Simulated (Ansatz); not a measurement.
A geometry of ScOF away from equilibrium: step 39 of the relaxation of a relaxed ScOF cell, doubled along one cell vector, shaken by Gaussian noise of σ = 0.08 Å a coordinate. Calculation: PBEsol (plane waves to 420 eV, PAW, scalar-relativistic; Ansatz, a first-principles code). Γ-centred k-mesh 7×4×5 on the run's cell (coarser than for final values), Fermi–Dirac smearing 0.05 eV.

```xyz
12
Lattice="3.5822 0.4233 0.0266 -2.8490 4.9278 -0.0763 0.0397 -0.0429 7.0235" Properties=species:S:1:pos:R:3:forces:R:3 pbc="T T T" free_energy=-13913.039 pressure_GPa=4.5
Sc    -0.3819    -0.1067     2.4653    0.0014   -0.0029    0.0010
Sc    -0.9438     2.5842     4.5371   -0.0014    0.0029   -0.0010
Sc    -0.3968    -0.1657    -0.6712   -0.0077   -0.0040   -0.0007
Sc    -0.9687     2.6860     0.6501    0.0077    0.0040    0.0007
O     -0.0011     1.7580     6.0234    0.0145    0.0069    0.0029
O     -1.2758     3.9772     6.0269    0.0106    0.0076    0.0013
O      2.2575     1.1427     1.0056   -0.0145   -0.0069   -0.0030
O      0.6832     3.8514     0.9257   -0.0106   -0.0076   -0.0014
F      0.0904     1.8796     2.7819    0.0105    0.0079   -0.0035
F     -1.2682     4.0152     2.6714   -0.0003   -0.0006   -0.0004
F      2.1660     1.0212     4.2470   -0.0105   -0.0079    0.0035
F      0.6756     3.8134     4.2812    0.0003    0.0006    0.0004
```

Positions in Å, forces in eV/Å, free energy of the cell in eV (comparable only within this code, potentials and settings). Largest force: 0.02 eV/Å, on O5, O7 (atoms numbered as listed); the geometry lies 0.09 eV/atom above the end of its relaxation.

No spin polarisation in the result.

The end of the path is a generated cell of ScOF: the first start was made by placing the elements on the sites of a structure type, and the end was not matched to a known phase here, so it may be hypothetical.
